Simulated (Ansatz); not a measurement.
# Profile along the Re–Re line in Re (hcp, Mg type)

Re (hcp, Mg type), conventional cell a = 2.751 Å, b = 2.751 Å, c = 4.442 Å, α = 90.00°, β = 90.00°, γ = 120.00°. The calculation uses the primitive cell of 2 atoms, to which meshes and values per cell refer.

Fields along a shortest Re–Re line of a (0001) plane (2.75 Å), from Re to Re, interpolated on the slice's grid (step about 0.2 Å). Computed with PBEsol (plane waves to 420 eV, PAW, scalar-relativistic; Ansatz, a program for electronic structure). k mesh 19×19×11. Inside the PAW spheres the values are not all-electron values, and peaks at nuclei hang on which shells count as valence. Re is run without spin polarisation. Re was relaxed with its symmetry unable to fall. Spin-orbit coupling is left out, though Re is heavy. The PAW data are Ansatz's earlier set.

```json
[
 {"distance from Re (Å)": "0.00", "valence electron density (e/Å³)": "6.85", "electron localisation function": "x"},
 {"distance from Re (Å)": "0.14", "valence electron density (e/Å³)": "7.00", "electron localisation function": "x"},
 {"distance from Re (Å)": "0.28", "valence electron density (e/Å³)": "6.96", "electron localisation function": "x"},
 {"distance from Re (Å)": "0.41", "valence electron density (e/Å³)": "6.19", "electron localisation function": "x"},
 {"distance from Re (Å)": "0.55", "valence electron density (e/Å³)": "4.65", "electron localisation function": "0.72"},
 {"distance from Re (Å)": "0.69", "valence electron density (e/Å³)": "2.90", "electron localisation function": "0.63"},
 {"distance from Re (Å)": "0.83", "valence electron density (e/Å³)": "1.57", "electron localisation function": "0.45"},
 {"distance from Re (Å)": "0.96", "valence electron density (e/Å³)": "0.87", "electron localisation function": "0.30"},
 {"distance from Re (Å)": "1.10", "valence electron density (e/Å³)": "0.57", "electron localisation function": "0.27"},
 {"distance from Re (Å)": "1.24", "valence electron density (e/Å³)": "0.45", "electron localisation function": "0.33"},
 {"distance from Re (Å)": "1.38", "valence electron density (e/Å³)": "0.43", "electron localisation function": "0.38"},
 {"distance from Re (Å)": "1.51", "valence electron density (e/Å³)": "0.45", "electron localisation function": "0.33"},
 {"distance from Re (Å)": "1.65", "valence electron density (e/Å³)": "0.57", "electron localisation function": "0.27"},
 {"distance from Re (Å)": "1.79", "valence electron density (e/Å³)": "0.87", "electron localisation function": "0.30"},
 {"distance from Re (Å)": "1.93", "valence electron density (e/Å³)": "1.57", "electron localisation function": "0.45"},
 {"distance from Re (Å)": "2.06", "valence electron density (e/Å³)": "2.90", "electron localisation function": "0.63"},
 {"distance from Re (Å)": "2.20", "valence electron density (e/Å³)": "4.65", "electron localisation function": "0.72"},
 {"distance from Re (Å)": "2.34", "valence electron density (e/Å³)": "6.19", "electron localisation function": "x"},
 {"distance from Re (Å)": "2.48", "valence electron density (e/Å³)": "6.96", "electron localisation function": "x"},
 {"distance from Re (Å)": "2.61", "valence electron density (e/Å³)": "7.00", "electron localisation function": "x"},
 {"distance from Re (Å)": "2.75", "valence electron density (e/Å³)": "6.85", "electron localisation function": "x"}
]
```

x: too close to a nucleus for the ELF to mean much.

Density on the Re–Re line (2.75 Å) at its midpoint: 0.43 e/Å³. ELF at that point: 0.38.
